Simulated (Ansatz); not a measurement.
Consider the following.

Rh:
Space group Fm-3m (No. 225); a = b = c = 3.7933 Å, α = β = γ = 90.00°

```json
[
 {"atom": "Rh", "site": "4a", "symmetry": "m-3m", "x": "0.0000", "y": "0.0000", "z": "0.0000"}
]
```
(The calculation used a cell of 1 atom; values per cell refer to that cell.)

This is the PBE+D3(BJ)-relaxed structure.

Q: All from plane-wave PAW PBE+D3(BJ) (Ansatz code), unless another level is named. Give the bulk modulus (Birch–Murnaghan fit).

A: 281 GPa.

Q: What about the elastic constants (relaxed ions, GPa)?

A: C11 = 448, C12 = 198, C44 = 205.

The cell was relaxed with PBE+D3(BJ) under the symmetry of its start. No spin polarisation was allowed. The pairwise dispersion correction was not fitted to metals. As this level gives no gap, shear constants depend on the k-mesh and smearing (Fermi–Dirac, 0.1 eV here). On the denser mesh and wider smearing of the elastic run this cell carries a stress of 0.4 GPa.

Potentials: the later of the program's two PAW sets.
